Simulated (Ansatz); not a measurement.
**Ansatz 0.2.0, settings compared: SrLi₂SnSe₄**

Input:

```yaml
crystal:
  lattice:
    - [-3.432024, 3.432024, 4.080908]
    - [3.432024, -3.432024, 4.080908]
    - [3.432024, 3.432024, -4.080908]
  atoms:
    - { symbol: Sn, position: [0.0, 0.0, 0.0] }
    - { symbol: Sr, position: [0.5, 0.5, 0.0] }
    - { symbol: Li, position: [0.25, 0.75, 0.5] }
    - { symbol: Li, position: [0.75, 0.25, 0.5] }
    - { symbol: Se, position: [0.03526, 0.03526, 0.4132] }
    - { symbol: Se, position: [0.96474, 0.37794, 0.0] }
    - { symbol: Se, position: [0.62206, 0.62206, 0.5868] }
    - { symbol: Se, position: [0.37794, 0.96474, 0.0] }
  symmetry: { tolerance: 0.0003 }
kpoints:
  mp_grid: { grid: [4, 4, 4], shift: [0, 0, 0] }
magnetization:
  spin_polarized: false
scf:
  occupations: { method: cold, width: 0.0134 }
hamiltonian:
  pseudopotentials: { kind: paw }
  xc: r2scan
basis:
  ecutwfc: 500
output:
  forces: true
  stress: true
  eigenvalues: true
  write_density: true
  write_potential: true
  elf: true
  volumetric_format: npy
relax:
  max_steps: 40
  cell: {}
```

The command:

```bash
ansatz run input.yaml --threads 1 --pin off --max-ram 2560MiB --backend cpu --events-out ev --progress --plain --runs-dir out
```

Origin of the cell: a known structure type with other elements, at an estimated volume, so it need not be a known compound.

Output of this run (shortened):

```
SCF iter   1: F=—  HF=-31926.804281 eV  Δρ=4.39e-3  dr2=4.48e-2  dr2_τ=3.23e-2  defer=3
SCF iter   2: F=—  HF=-31926.915366 eV  S|Δr|=    0.00e0  Δρ=2.25e-3  dr2=1.04e-2  dr2_τ=4.27e-4  defer=49
SCF iter   3: F=—  HF=-31926.915812 eV  S|Δr|=    0.00e0  Δρ=7.67e-4  dr2=1.06e-3  dr2_τ=4.40e-5  defer=49
SCF iter   4: F=—  HF=-31926.916016 eV  S|Δr|=    0.00e0  Δρ=2.12e-4  dr2=6.23e-5  dr2_τ=2.61e-6  defer=49
SCF iter   5: F=—  HF=-31926.915985 eV  S|Δr|=    0.00e0  Δρ=3.23e-5  dr2=2.09e-6  dr2_τ=3.82e-7  defer=49
SCF iter   6: F=—  HF=-31926.915986 eV  S|Δr|=    0.00e0  Δρ=7.33e-6  dr2=1.35e-7  dr2_τ=2.88e-9  defer=49
SCF iter   7: F=-31926.915986 eV  HF=-31926.915986 eV  S|Δr|=    0.00e0  Δρ=1.08e-6  dr2=3.11e-9  dr2_τ=9.19e-11
relax step   1: F+E_penalty+E_count = -31926.915986 eV  Δ(F+E_penalty+E_count) = +0.000e0 eV  max|allowed force component| = 5.080e-1 eV/Å  Δτ_max = 0.0000 Å  P = +4.433 GPa  Ω = 192.273 Å³ […]
relax step   2: F+E_penalty+E_count = -31927.099131 eV  Δ(F+E_penalty+E_count) = -1.831e-1 eV  max|allowed force component| = 2.236e-1 eV/Å  Δτ_max = 0.0519 Å  P = -1.251 GPa  Ω = 209.489 Å³ […]
relax step   3: F+E_penalty+E_count = -31927.133651 eV  Δ(F+E_penalty+E_count) = -3.452e-2 eV  max|allowed force component| = 3.012e-2 eV/Å  Δτ_max = 0.0236 Å  P = -0.216 GPa  Ω = 206.560 Å³ […]
relax step   4: F+E_penalty+E_count = -31927.134503 eV  Δ(F+E_penalty+E_count) = -8.522e-4 eV  max|allowed force component| = 2.382e-3 eV/Å  Δτ_max = 0.0035 Å  P = +0.023 GPa  Ω = 205.636 Å³ […]
relax step   5: F+E_penalty+E_count = -31927.134552 eV  Δ(F+E_penalty+E_count) = -4.885e-5 eV  max|allowed force component| = 2.607e-3 eV/Å  Δτ_max = 0.0007 Å  P = +0.008 GPa  Ω = 205.664 Å³ […]
relax step   6: F+E_penalty+E_count = -31927.135272 eV  Δ(F+E_penalty+E_count) = -7.201e-4 eV  max|allowed force component| = 2.546e-3 eV/Å  Δτ_max = 0.0000 Å  P = +0.010 GPa  Ω = 205.664 Å³  stress off target by 1.80e-2 GPa […]
SCF 6 converged in 6 iterations: F = -31927.135272 eV  dr2 = 5.11e-11
basis re-selected at this cell: Δ(F+E_penalty+E_count) = -7.201e-4 eV, ΔP = +0.002 GPa vs the last step (what re-selecting the basis moved, of the pressure what is left beyond the Pulay corre […]
SCF converged after 6 iterations
Stability not checked: this state was not tested for a lower state beside it, because cold or Methfessel-Paxton smearing, or corrected tetrahedra, fill the levels in a way that the test cannot read (fill_not_monotonic; […]
Free energy (F): -31927.135272 eV
Harris-Foulkes:  -31927.135272 eV  (|F-HF|=2.18e-11)
Internal energy: -31927.135272 eV  (E = F + TS)
E sigma→0 (E₀):  -31927.135272 eV
Fermi energy:    6.713661 eV
--- Per-component energies (eV) ---
  E_band       = -2085.775541
  E_kinetic    = 953.218906
  E_local      = -13050.154214  (includes V_loc(G=0)·N_el)
  E_nonlocal   = -2280.402831
  E_hartree    = 6302.326919
  E_xc         = -953.828551
  E_vxc        = -736.854920  (∫ρ·V_xc dr)
  E_paw        = -14622.143706  (= ΣΔE_a)
  E_vpaw       = 385.202478  (= ΣTr[D̂ρ^β])
  E_aug_tail   = -0.001039  (compensation charges beyond the density's cutoff)
  E_vtau       = 38.562497  (kinetic-family band-sum trace: ∫τ·v_τ [+ j·A + Jᵃ·Aᵃ] dr)
  E_ewald      = -8269.680958
  E_core_change = -6.469798  (= ΣΔE_core)
  E_smearing   = -0.000000  (= −TS)
  Σ components = -31927.135272   (vs F -31927.135272, Δ=0.00e0)
--- Forces (eV/Å), atoms counted from 1 ---
  atom   1  Sn     0.000000     0.000000     0.000000
  atom   2  Sr    -0.000000     0.000000     0.000000
  atom   3  Li     0.000000    -0.000000     0.000000
  atom   4  Li     0.000000     0.000000     0.000000
  atom   5  Se    -0.000348    -0.000348    -0.002546
  atom   6  Se    -0.000348     0.000348     0.002546
  atom   7  Se     0.000348     0.000348    -0.002546
  atom   8  Se     0.000348    -0.000348     0.002546
  max |Σ_I F_I| component: 2.95e-17 eV/Å
--- Stress (GPa, compression-positive) ---
        0.017953       0.000000       0.000000
       -0.000000       0.017953      -0.000000
       -0.000000      -0.000000      -0.006574
  P = ⅓ Tr σ = 0.0098 GPa (0.098 kbar)
--- Relaxed structure (5 steps of the walk, 5 accepted, 1 SCFs on fresh bases) ---
  F+E_penalty+E_count = -31927.135272 eV   max|allowed force component| = 2.546e-3 eV/Å   (the final SCF, on the basis selected at the relaxed cell)
  cell:  # Å, volume = 205.6637 Å³
    - [-3.518878, 3.518878, 4.152305]
    - [3.518878, -3.518878, 4.152305]
    - [3.518878, 3.518878, -4.152305]
  atoms:
    - { symbol: Sn, position: [0.0, 0.0, 0.0] }
    - { symbol: Sr, position: [0.5, 0.5, 0.0] }
    - { symbol: Li, position: [0.25, 0.75, 0.5] }
    - { symbol: Li, position: [0.75, 0.25, 0.5] }
    - { symbol: Se, position: [0.034126, 0.034126, 0.416558] }
    - { symbol: Se, position: [0.965874, 0.382433, 0.0] }
    - { symbol: Se, position: [0.617567, 0.617567, 0.583442] }
    - { symbol: Se, position: [0.382433, 0.965874, 0.0] }
```

The same input was run again with these changes:

1. `scf.eigensolver.kind` default → davidson
2. `scf.occupations.method` cold → gaussian; `scf.occupations.width` 0.0134 → 0.005; `scf.mixing.algorithm` default → broyden; `scf.mixing.beta` default → 0.2
3. `scf.n_extra_bands` default → 32
4. `scf.convergence.dr2_threshold` default → 1.0e-05; `basis.xc_grid` default → 1

| run | end | SCF iterations | volume (Å³/atom) | max force component (eV/Å) | moment (μB) | ΔE(σ→0) (meV/atom) |
| --- | --- | --- | --- | --- | --- | --- |
| base | converged | 40 | 25.71 | 0.003 | – | 0 |
| 1 | converged | 40 | 25.71 | 0.003 | – | 0.00 |
| 2 | converged | 55 | 25.71 | 0.003 | – | 0.00 |
| 3 | converged | 38 | 25.71 | 0.003 | – | 0.00 |
| 4 | converged | 24 | 25.71 | 0.002 | – | -0.01 |

Energies are compared only where functional, datasets, charge and starting cell are the same.

Caveats of the base run: the relaxation held the start's symmetry, so the end may be a saddle point.

Run 4: the SCF threshold is loose for forces.

Time of the base run: 3.3 min on 1 thread of Arm Neoverse V1, on a shared host, peak memory 0.95 GiB, from the program's own first density.
